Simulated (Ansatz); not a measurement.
Input:

Tc3Ir:
```cif
data_Ir2Tc6
_chemical_formula_sum 'Tc6 Ir2'
_space_group_name_H-M_alt 'P63/mmc'
_space_group_IT_number 194
_space_group_name_Hall '-P 6c 2c'
_cell_length_a 5.49144
_cell_length_b 5.49144
_cell_length_c 4.33262
_cell_angle_alpha 90.000
_cell_angle_beta 90.000
_cell_angle_gamma 120.000
loop_
_atom_site_label
_atom_site_type_symbol
_atom_site_symmetry_multiplicity
_atom_site_Wyckoff_symbol
_atom_site_fract_x
_atom_site_fract_y
_atom_site_fract_z
_atom_site_occupancy
Tc1 Tc 6 h 0.16117 0.32234 0.25000 1
Ir1 Ir 2 d 0.66667 0.33333 0.25000 1
```

This is the r²SCAN-relaxed structure.

Task: All from DFT-r²SCAN in the program Ansatz with PAW potentials, unless another level is named. Give the density of states at the Fermi level.

Result: 1.0 states/eV per atom (mean over ±0.08 eV).

Task: Next, the formation energy from the elements (no fitted shifts)?

Result: -0.25 eV/atom.

Space group P6_3/mmc. The workflow started from a Materials Project entry (that database holds measured and hypothetical structures alike); the Crystallography Open Database copy checked does not list it. With Tc and Ir taken as one species the cell has the higher symmetry P6_3/mmc, so it may be an ordered model of a mixed-site phase. Whether it is the stable phase at ambient conditions was not checked. Symmetry was held in the r²SCAN relaxation; whether a distortion lowers the energy is not shown. The run is not spin-polarised. The references are the lowest solids computed at this level, not always the standard phases. Spin–orbit coupling is left out wherever it is not named.

Potentials: the later of the program's two PAW sets.
